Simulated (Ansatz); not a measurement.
ScAg$_{3}$ (Cu3Au type, space group No. 221) at seven volumes, DFT-PBE in the program Ansatz with PAW potentials, scaled uniformly. One row is withheld.

```csv
V (Å³/atom),P (GPa)
17.375,9.90
17.948,5.97
18.520,2.71
19.093,0.00
19.666,-2.25
20.239,-4.11
20.812,?
```

Q: Fit the shown pressures and predict the withheld one.

A: Third-order Birch–Murnaghan: P = (3/2)B₀(x^(7/2) − x^(5/2))[1 + (3/4)(B′ − 4)(x − 1)] with x = (V₀/V)^(2/3). Least squares on the six rows gives V₀ = 19.093 Å³/atom, B₀ = 82.11 GPa, B′ = 5.21. At V = 20.812, x = 0.9441 and P = -5.66 GPa. The run itself gave -5.65 GPa.

Space group Pm-3m (Cu3Au type). The start of the workflow was typed in or built on a structure type; neither database checked (COD, Materials Project) lists it. Whether it is the stable phase at ambient conditions was not checked. Symmetry was held in the PBE relaxation; its stability against distortions is not shown here. No spin polarisation was allowed.

Potentials: the later of the program's two PAW sets.
